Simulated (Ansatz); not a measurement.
# Notes on a calculation: zincblende-structured BiTe

Level of theory: DFT, PBE, scalar-relativistic, no spin polarisation; plane waves to 420 eV with PAW datasets (Ansatz 0.2.0), Γ-centred 8×8×8 mesh, 0.05 eV Gaussian smearing. The datasets are Ansatz's generated set soft_2.

The start was a prototype's sites filled with these elements. The Crystallography Open Database lists the compound in space groups P-3m1, Fm-3m (rock salt), so this is a trial structure.

Starting cell:

```
CELL_PARAMETERS angstrom
0.00000 3.47334 3.47334
3.47334 0.00000 3.47334
3.47334 3.47334 0.00000
ATOMIC_POSITIONS crystal
Bi 0.00000 0.00000 0.00000
Te 0.25000 0.25000 0.25000
```

The first steps of the search for zero pressure:

| run | level | k-mesh | kind | V (Å³/atom) | P (GPa) | gap on the mesh (eV) |
| --- | --- | --- | --- | --- | --- | --- |
| 1 | PBE | 8×8×8 | fixed cell | 41.90 | 4.6 | metal |
| 2 | PBE | 8×8×8 | fixed cell | 43.19 | 3.3 | metal |

(1) At which volume does PBE reach zero pressure?

Answer:

(1) 47.55 Å³/atom, about 13.5 % over the start.

The steps that followed:

| run | level | k-mesh | kind | V (Å³/atom) | P (GPa) | E − E(final) (meV/atom) | gap on the mesh (eV) |
| --- | --- | --- | --- | --- | --- | --- | --- |
| 3 | PBE | 8×8×8 | fixed cell | 47.63 | 0.0 | 0.0 | metal |
| 4 | PBE | 8×8×8 | fixed cell | 47.55 | 0.0 | 0.0 | metal |

The final structure (symmetry read at 0.01 Å). It takes space group F-43m (No. 216, cubic). Conventional cell: a = 7.246 Å, b = 7.246 Å, c = 7.246 Å, α = 90.00°, β = 90.00°, γ = 90.00°. Bi (site symmetry -43m) has 4 Te at 3.14 Å as nearest neighbours. Te (site symmetry -43m) has 4 Bi at 3.14 Å as nearest neighbours. (Neighbours are counted to 15 % beyond the shortest distance.)

| atom | site | symmetry | x | y | z |
| --- | --- | --- | --- | --- | --- |
| Bi | 4a | -43m | 0.0000 | 0.0000 | 0.0000 |
| Te | 4d | -43m | 0.2500 | 0.2500 | 0.7500 |

At the final geometry the gap, band path included, is zero (metallic). The equation of state gives B0 = 27 GPa. Against the elements' standard states, run alike and uncorrected, the formation energy is 0.18 eV/atom, so this structure is unstable against them at this level. 

**Reading the result.**

With 31 valence electrons in the calculation's cell and no magnetic order, the bands, two electrons each, can't all be full or empty: band theory demands a metal.

Scalar-relativistic only: spin–orbit splittings of the heavy atoms' levels are missing. Spin polarisation wasn't tried. A displaced or strained copy of the relaxed cell lay 1.2 meV/atom lower, so the structure isn't a true minimum at this level, unless the mesh, which matters in a metal, makes it so.
